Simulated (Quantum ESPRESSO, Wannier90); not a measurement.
# Wannierisation of CuI (wurtzite)

```xyz
4
Lattice="4.2437 0.0000 0.0000 -2.1218 3.6752 0.0000 0.0000 0.0000 6.9884" Properties=species:S:1:pos:R:3 pbc="T T T"
Cu    -2.1218     1.2251    -0.8898
Cu     2.1218    -1.2251     2.6044
I     -2.1218     1.2251    -3.4780
I      2.1218    -1.2251     0.0162
```

Cell from Materials Project (mp-569346), symmetrised, no further relaxation. COD (Crystallography Open Database) has the formula in 3 space groups, this one among them (matched by group alone). Computed values, not measurements, from LDA: Quantum ESPRESSO (norm-conserving PseudoDojo potentials, cutoff 74 Ry, no spin polarisation, no spin-orbit coupling) on a Γ-centred 12×12×4 mesh, then Wannier90. Density: 12×12×6 mesh, cold smearing 0.01 Ry. A non-magnetic state is assumed, with no Hubbard U; filled 3d bands tend to lie too high at this level. Spin-orbit coupling is left out although heavy elements are present.

Bands 17-26 form an isolated set from -2.16 to 0.00 eV relative to the valence-band maximum (on the path) and are turned into 10 Wannier functions by minimising the spread from the start: atomic waves Cu 3d.

Problem. Where do the functions sit, how wide are they and what are they made of?

Solution. 
```csv
functions,spread (Å²),"nearest atom, distance (Å)","second atom, distance (Å)",weight on atomic waves
2,2.66,Cu 0.09,I 2.50,"Cu 3d 80 %, I 5p 17 %"
4,1.97,Cu 0.15,I 2.51,"Cu 3d 87 %, I 5p 8 %"
4,2.03,Cu 0.14,I 2.54,"Cu 3d 87 %, I 5p 10 %"
```

Ω_I = 20.56 Å², Ω_total = 21.31 Å²; the interpolated bands follow pw.x to 2.4 meV rms on the path. Only this start was tried; a symmetric start can stop on a saddle, and mixtures of these functions could lower the total by at most Ω_total − Ω_I.
